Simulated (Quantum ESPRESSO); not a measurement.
# OsReAg5Mg: a guest atom moved from site to site

Computed values, not a measurement. The program is pw.x of Quantum ESPRESSO 7.5 (plane-wave density functional theory). The cell is made up: eight metal atoms on a hexagonal close-packed lattice, with elements, volume, strain and displacements drawn at random and not relaxed, so it may be unstable or far from any real phase. PseudoDojo standard norm-conserving files set the functional (PBE unless stated); there is no spin polarisation or spin-orbit coupling, the Fermi-Dirac width of 0.25 eV means electrons at about 2900 K, and the masses in the input are unused placeholders. Heavy elements are run without spin-orbit coupling, which real alloys of them have. A spin test at this wide smearing found no moment, but such smearing suppresses magnetism that the real alloy may have.

The runs move one Os atom among sites that otherwise hold Ag. Cell, positions, cutoff, mesh and smearing stay as in the input of run 1; sites are counted in its order. Stress in the tables is positive in tension.

Input of run 1:

```
&control calculation='scf', pseudo_dir='./dojo.nc.sr.pbe.v0_5.standard.upf', outdir='./o', disk_io='minimal', tprnfor=.true., tstress=.true. /
&system ibrav=0, nat=8, ntyp=4, nbnd=78, ecutwfc=84.00895049, nosym=.true., tot_charge=0,
 occupations='smearing', smearing='fd', degauss=0.0183746611
/
&electrons conv_thr=1.470e-08, electron_maxstep=70, mixing_beta=0.5 /
ATOMIC_SPECIES
Ag 1.0 Ag.upf
Mg 1.0 Mg.upf
Os 1.0 Os.upf
Re 1.0 Re.upf
CELL_PARAMETERS angstrom
-2.9532 0.0101 0.0457
0.0762 0.0661 -4.7937
0.0348 -10.2712 0.1372
ATOMIC_POSITIONS angstrom
Os -0.0362 0.0312 0.0675
Re 0.0021 -5.1268 0.0751
Ag 0.0853 -3.4176 -2.2923
Ag 0.0872 -8.4981 -2.3188
Ag -1.4734 -2.5085 -0.0105
Ag -1.3868 -7.616 0.0837
Ag -1.392 -0.8021 -2.3399
Mg -1.4476 -6.0265 -2.3003
K_POINTS automatic
8 5 3 1 1 1
```

| run | elements on sites 1 to 8 | free energy less that of run 1 (eV) | -TS (eV) | pressure (GPa) | stress xx (GPa) | stress yy (GPa) | stress zz (GPa) | stress yz (GPa) | stress xz (GPa) | stress xy (GPa) | iterations |
| --- | --- | --- | --- | --- | --- | --- | --- | --- | --- | --- | --- |
| 1 | Os Re Ag Ag Ag Ag Ag Mg | 0.000 | -1.342 | -8.27 | 14.24 | 6.15 | 4.41 | -0.80 | -1.04 | -0.58 | 15 |
| 2 | Ag Re Ag Os Ag Ag Ag Mg | 0.033 | -1.442 | -7.75 | 13.63 | 6.01 | 3.60 | -0.78 | -1.01 | -0.61 | 16 |
| 3 | Ag Re Ag Ag Os Ag Ag Mg | -0.735 | -1.258 | -8.83 | 12.60 | 10.27 | 3.61 | -0.98 | -1.08 | -0.57 | 16 |
| 4 | Ag Re Ag Ag Ag Ag Os Mg | 0.120 | -1.407 | -8.03 | 13.85 | 6.08 | 4.17 | -1.02 | -1.04 | -0.56 | 15 |

Forces Fx Fy Fz (eV/Å):

| site | run 1 | run 2 | run 3 | run 4 |
| --- | --- | --- | --- | --- |
| 1 | 0.16 -0.04 -0.33 | 0.14 0.34 -0.28 | 0.14 -0.25 -0.27 | 0.13 -0.34 -0.28 |
| 2 | 0.08 0.33 -0.02 | 0.07 0.50 0.03 | 0.08 2.19 -0.05 | 0.08 0.25 0.00 |
| 3 | -0.12 -0.36 -0.48 | -0.12 -0.29 -0.50 | -0.15 0.12 -0.52 | -0.12 0.12 -0.52 |
| 4 | -0.02 -0.48 0.19 | -0.03 -0.15 0.20 | 0.00 -0.22 0.16 | 0.01 -0.63 0.20 |
| 5 | 0.07 -0.07 0.60 | 0.07 -0.50 0.55 | 0.10 -2.05 0.68 | 0.08 -0.26 0.58 |
| 6 | -0.12 -0.39 0.10 | -0.11 -0.34 0.06 | -0.12 -0.06 0.07 | -0.12 0.08 0.05 |
| 7 | -0.09 0.39 -0.04 | -0.09 0.36 -0.02 | -0.09 -0.33 -0.05 | -0.11 0.18 -0.02 |
| 8 | 0.04 0.63 -0.02 | 0.07 0.09 -0.03 | 0.04 0.61 -0.02 | 0.05 0.60 -0.01 |

The sites are displaced and not relaxed, so the energy differences hold strain from misfit and are not ordering energies. A rerun of one cell of this series at a higher cutoff and on a denser mesh moved values by no more than 0.002 eV in energy, 0.08 GPa in stress and 0.012 eV/Å in force, and a second program with other atomic files agreed on that cell to 2 % rms in force and 0.5 GPa in pressure.